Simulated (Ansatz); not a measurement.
Values for one crystal, relaxed and computed with r²SCAN in the plane-wave PAW code Ansatz; other levels are named.

| Item | Result |
|---|---|
| Volume per atom | 11.89 Å³ |
| Electronic character | metallic (no gap) |
| Formation energy from the elements (no fitted shifts) | -1.62 eV/atom |
| Density of states at the Fermi level | 0.04 states/eV per atom (mean over ±0.08 eV) |

### Question
Pick the material that matches.
A. EuGaSi, P-6m2 (Eu on 1a, Ga on 1d, Si on 1f)
B. GaSb, rock salt
C. GaO16Zn15, P3m1 (Pearson symbol hP32)
D. SrZn2Sb2, P-3m1 (Sr on 1a, Zn on 2d, Sb on 2d)

### Answer
C, GaO16Zn15, P3m1 (Pearson symbol hP32)

The start of the workflow was typed in or built on a structure type; neither database checked (COD, Materials Project) lists it. Whether it is the stable phase at ambient conditions was not checked. The cell was relaxed with r²SCAN under the symmetry of its start; its stability against distortions is not shown here. With an odd number of electrons in the cell and no spin polarisation, the count alone makes it a metal. The references are the lowest solids computed at this level, not always the standard phases (solids in place of the gases). Scalar-relativistic: spin–orbit coupling is off unless named, which matters more the heavier the elements.

Potentials: the later of the program's two PAW sets.
